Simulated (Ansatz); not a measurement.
Here is the system:

BiAu2 (cubic Laves (MgCu2 type), space group No. 227), a = b = c = 7.9445 Å, α = β = γ = 90.00°; the cell used has 6 atoms.

This is the PBEsol-relaxed structure.

**Question.** All from PBEsol (plane waves, PAW; program Ansatz), unless another level is named. Predict the density of states at the Fermi level.

**Answer.** 0.20 states/eV per atom (mean over ±0.08 eV).

**Question.** Next, the formation energy from the elements (no fitted shifts)?

**Answer.** -0.062 eV/atom.

**Question.** Next, the gap with spin–orbit coupling?

**Answer.** none (metallic).

Space group Fd-3m (cubic Laves (MgCu2 type)). The first step of the workflow began from a Materials Project structure, measured or hypothetical; the Crystallography Open Database files this formula in space group No. 227, but the cells were not matched. Its standing as an ambient phase is unchecked. The cell was relaxed with PBEsol under the symmetry of its start; of distortions, only those at the zone centre were tested. The references are the lowest solids computed at this level, not always the standard phases. Spin–orbit coupling is left out wherever it is not named.

Potentials: the later of the program's two PAW sets.
